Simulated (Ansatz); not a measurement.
A relaxed cell of AlRu (Pm-3m (No. 221)), relaxed on a k-mesh at least as fine as the one used below. These are PBEsol (plane waves to 420 eV, PAW, scalar-relativistic; Ansatz, an electronic-structure program) values and carry that method's errors. Γ-centred k-mesh 11×11×6 on the run's cell (coarser than for final values), Fermi–Dirac smearing 0.05 eV.

```
CELL_PARAMETERS angstrom
      2.97640     0.00000     0.00000
      0.00000     2.97640     0.00000
      0.00000     0.00000     5.95281
ATOMIC_POSITIONS crystal
  Ru 0.00000 0.00000 0.00000
  Ru 0.00000 0.00000 0.50000
  Al 0.50000 0.50000 0.25000
  Al 0.50000 0.50000 0.75000
```

The atoms are displaced by (Å):

```
atom      ux      uy      uz
----  ------  ------  ------
Ru1   -0.062   0.004  -0.118
Ru2   -0.141  -0.191   0.113
Al3   -0.002  -0.008   0.068
Al4    0.006   0.105  -0.038
```

Problem. What forces (eV/Å) and pressure result?

Solution. 
| atom | Fx | Fy | Fz |
|---|---|---|---|
| Ru1 | 0.39 | 0.30 | 2.18 |
| Ru2 | 1.79 | 2.78 | -2.59 |
| Al3 | -0.67 | -0.64 | -0.94 |
| Al4 | -1.51 | -2.44 | 1.35 |

Pressure +7.0 GPa.

Problem. Estimate the energy cost of the displacement in the harmonic approximation and compare with the calculation.

Solution. For a harmonic well ΔE = −½ Σ F·u = 0.866 eV a cell, or 216 meV/atom. The calculated energy relative to the undisplaced cell is +0.19 eV/atom, so the harmonic estimate holds well.

No spin polarisation in the result.

The run that gave the undisplaced cell could not lose the symmetry of its start; a randomly shaken copy of 4 atoms returns to this structure.
